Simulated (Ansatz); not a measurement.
## EuAlSi: what a change of kpoints.mp_grid.grid, scf.max_iter does

Computed with the plane-wave PAW code Ansatz (scalar-relativistic, PAW set soft_2): PBEsol, collinear spin, 420 eV cutoff, k-mesh 3×3×3. These are the settings of the reference run.

Cell:

```
cell
1.0
     4.2018    7.2777    0.0000
     4.2018   -7.2777    0.0000
     0.0000    0.0000   -8.4472
Al Eu Si
8 8 8
Direct
  0.3333 0.6667 0.2500
  0.3333 0.6667 0.7500
  0.3333 0.1667 0.2500
  0.3333 0.1667 0.7500
  0.8333 0.6667 0.2500
  0.8333 0.6667 0.7500
  0.8333 0.1667 0.2500
  0.8333 0.1667 0.7500
  0.5000 0.5000 0.0000
  0.5000 0.5000 0.5000
  0.5000 0.0000 0.0000
  0.5000 0.0000 0.5000
  0.0000 0.5000 0.0000
  0.0000 0.5000 0.5000
  0.0000 0.0000 0.0000
  0.0000 0.0000 0.5000
  0.1667 0.3333 0.2500
  0.1667 0.3333 0.7500
  0.1667 0.8333 0.2500
  0.1667 0.8333 0.7500
  0.6667 0.3333 0.2500
  0.6667 0.3333 0.7500
  0.6667 0.8333 0.2500
  0.6667 0.8333 0.7500
```

The reference run of this cell is solved again as a single point with these keys changed:

| key | reference run | changed run |
| --- | --- | --- |
| kpoints.mp_grid.grid | [3, 3, 3] | [0, 3, 3] |
| scf.max_iter | not typed | 50 |

**Question.** Does this change matter?

**Answer.** It is refused before the calculation starts. Message: Error: invalid value for `kpoints.mp_grid.grid`: each dimension must be in 1..=255
